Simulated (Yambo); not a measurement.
## Convergence of the G0W0 gap of SnSe$_{2}$ monolayer

G0W0@PBEsol for a free-standing SnSe$_{2}$ monolayer (symmetry P-3m1, slab cell 16.2 Å high) in Yambo. Reference settings: 6×6×1 Γ-centred k mesh, bands 11 to 144 and a 7 Ry block in the screening, 144 bands in G with the Bruneval-Gonze terminator, plasmon pole fitted at 27.2 eV, slab-truncated Coulomb interaction, stochastic integration of W near q = 0. The PBEsol gap (0, 0.167) → M on this mesh is 0.76 eV; G0W0 gaps are taken between the same points.

```tsv
change from the reference	G0W0 gap (0, 0.167) → M (eV)	shift of the valence edge (eV)	rough Yambo cost
reference settings	2.02	-1.06	1
94 bands in G	2.02	-1.03	–
59 bands in G	2.03	-0.97	–
94 bands in W, 94 bands in G	2.06	-0.97	within a factor of two
59 bands in W, 59 bands in G	2.12	-0.84	within a factor of two
6 Ry block	2.01	-1.05	within a factor of two
pole fitted at 55 eV	2.05	-1.16	–
59 bands in G, no terminator	2.02	-0.55	–
no terminator	2.01	-0.91	–
```

The reference isn't shown to be the converged limit. Costs are rough (shared machines), scaled to the same edge states, and given only for runs that recompute the screening.

Spin-orbit splittings are left out.

The standard potentials for Se, Sn keep a d shell in the valence without the s and p states of that shell. In tests on such compounds this moved G0W0 gaps by up to about 0.9 eV, so absolute quasiparticle energies here are unreliable; differences between settings are what counts.

Geometry relaxed with PBEsol; primitive cell a = b = 3.806 Å, c = 16.200 Å, α = β = 90.00°, γ = 120.00°.

A shift is the quasiparticle energy of the state minus its PBEsol energy.
